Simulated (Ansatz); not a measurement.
**Rocksalt alloy of LiCl and LiBr (26 of 32 Cl sites exchanged), 64 atoms**

Ansatz, PAW, plane waves. PBEsol relaxation of volume and atoms (shape held) at the single k point (¼, ¼, ¼) without its symmetry partners; single points on the relaxed atoms at the Γ point alone, onto which points of the small cell's zone fold. Arrangement: quasirandom. No spin–orbit coupling unless named.

Relaxed structure:

```xyz
64
Lattice="10.7002 0.0000 0.0000 0.0000 10.7002 0.0000 0.0000 0.0000 10.7002" Properties=species:S:1:pos:R:3 pbc="T T T"
Cl    2.6994   10.6632   10.6965
Cl    2.6886    5.3802    0.0108
Cl    0.0031    2.6728    5.3495
Cl    5.3047    8.0359    0.0000
Cl    5.3290   10.6801    8.0574
Cl    2.6927    8.0253    2.6255
Br    2.6786   10.6997    5.3463
Br    2.6670    5.3506    5.3353
Br    7.9954   10.6862   10.6916
Br    8.0272    0.0089    5.3633
Br    8.0112    5.3606   10.7001
Br    8.0352    5.3403    5.3500
Br    0.0254    2.6707   10.6995
Br    0.0418    8.0232    0.0105
Br    0.0155    8.0246    5.3370
Br    5.3226    2.6575   10.6902
Br    5.3473    2.6620    5.3615
Br    5.3381    8.0355    5.3481
Br    0.0261   10.6955    2.6695
Br    0.0131    0.0063    8.0256
Br    0.0251    5.3494    2.6681
Br    0.0126    5.3375    8.0245
Br    5.3256   10.6771    2.6485
Br    5.3259    5.3702    2.6495
Br    5.3334    5.3580    8.0473
Br    2.6655    2.6730    2.6599
Br    2.6752    2.6632    8.0381
Br    2.6968    8.0366    8.0616
Br    8.0344    2.6715    2.6829
Br    8.0219    2.6608    8.0165
Br    8.0128    8.0233    2.6624
Br    8.0019    8.0352    8.0391
Li    0.1076   10.6945   10.6825
Li    0.0251    0.0761    5.3614
Li    0.1060    5.3475   10.6938
Li    0.0189    5.2714    5.3480
Li    5.2493   10.6211   10.6277
Li    5.3335   10.6971    5.4350
Li    5.2475    5.4206   10.6868
Li    5.3285    5.3496    5.3659
Li    2.6770    2.6786    0.0130
Li    2.5998    2.6756    5.3359
Li    2.7471    8.0287    0.0656
Li    2.6791    8.0266    5.2527
Li    8.0273    2.6741    0.0001
Li    8.1063    2.6753    5.3471
Li    7.9373    8.0253    0.0147
Li    8.0281    8.0269    5.3350
Li    2.6902   10.6221    2.5594
Li    2.7477   10.6863    8.1243
Li    2.6787    5.4288    2.5700
Li    2.6871    5.3683    8.1384
Li    8.0112   10.6804    2.6594
Li    7.9342   10.6943    8.0477
Li    8.0227    5.3625    2.6559
Li    8.0042    5.3512    8.0452
Li    0.0131    2.6688    2.7563
Li    0.0015    2.6577    7.9503
Li    0.0821    8.0243    2.6716
Li    0.0171    8.0368    8.0240
Li    5.3312    2.6567    2.6772
Li    5.3434    2.5762    8.0277
Li    5.2682    8.0368    2.5892
Li    5.3332    8.0923    8.0963
```

(1) What are the mean bond lengths by pair (pairs within 1.2 times the sum of covalent radii, less contacts 15 % beyond the pair's median; cation–cation pairs of compounds aside; long ionic contacts are cut short by that bound)?

(2) What gap lies between the top filled and the lowest empty level in the single points?

Answers

(1) Br–Li 2.693 ± 0.040 Å (standard deviation, 156 bonds); Cl–Li 2.599 ± 0.035 Å (standard deviation, 36 bonds).

(2) HSE06 6.49 eV (120 s on 7 threads of Neoverse-V2).
